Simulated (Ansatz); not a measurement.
Consider the following.

CuCl:
```cif
data_ClCu
_chemical_formula_sum 'Cu1 Cl1'
_space_group_name_H-M_alt 'P 1'
_space_group_IT_number 1
_cell_length_a 3.68224
_cell_length_b 3.68224
_cell_length_c 3.68224
_cell_angle_alpha 60.000
_cell_angle_beta 60.000
_cell_angle_gamma 60.000
loop_
_space_group_symop_operation_xyz
  'x, y, z'
loop_
_atom_site_label
_atom_site_type_symbol
_atom_site_fract_x
_atom_site_fract_y
_atom_site_fract_z
_atom_site_occupancy
Cu1 Cu 0.00000 0.00000 0.00000 1
Cl1 Cl 0.75000 0.75000 0.75000 1
```

This is the LDA-relaxed structure.

**Question.** All from plane-wave PAW LDA (Ansatz code), unless another level is named. Predict the static dielectric constant ε0 (ions relaxed, cell fixed).

**Answer.** 7.32.

**Question.** What about the electronic dielectric constant ε∞ (DFPT)?

**Answer.** 5.61.

**Question.** Next, the largest static χ(2) component?

**Answer.** 200 pm/V.

**Question.** Give the Born charges (a third of the trace).

**Answer.** Cu +1.00, Cl -1.00 e.

Space group F-43m (zinc blende). The cell was relaxed with LDA under the symmetry of its start. No spin polarisation was allowed.

Potentials: the earlier of the program's two PAW sets. The files were generated under PBE; for other functionals the program regenerates the frozen cores, and for LDA and PBEsol the local potential too.
